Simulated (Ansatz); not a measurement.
According to plane-wave PAW PBE (Ansatz code), SbSi31 in the cubic phase (I-43m; Pearson symbol cI64) relaxes to a = 10.994 Å. Sb has 4 nearest neighbours from 2.59 Å (tetrahedral); Si on 6b has 4 nearest neighbours from 2.37 Å (tetrahedral); Si on 24g has 4 nearest neighbours from 2.37 Å (tetrahedral); Si on 8c has 4 nearest neighbours from 2.36 Å (tetrahedral). Its formation energy from the elements is 0.031 eV/atom, with no fitted shifts.

Electronic character: metallic (no gap).

The bulk modulus is 86.6 GPa. The relaxed-ion elastic constants in GPa are C11 = 133, C12 = 63.6, C44 = 57.0. The elastic constants imply a Debye temperature near 524 K. Bader charges are Sb -0.23, Si -0.05 to +0.02 e.

The start of the workflow was typed in or built on a structure type; neither database checked (COD, Materials Project) lists it. Whether it is the stable phase at ambient conditions was not checked. The cell was relaxed with PBE under the symmetry of its start; its stability against distortions is not shown here. As this level gives no gap, shear constants depend on the k-mesh and smearing (Fermi–Dirac, 0.1 eV here). The references are the lowest solids computed at this level, not always the standard phases. Spin–orbit coupling is left out wherever it is not named.

Potentials: the later of the program's two PAW sets.
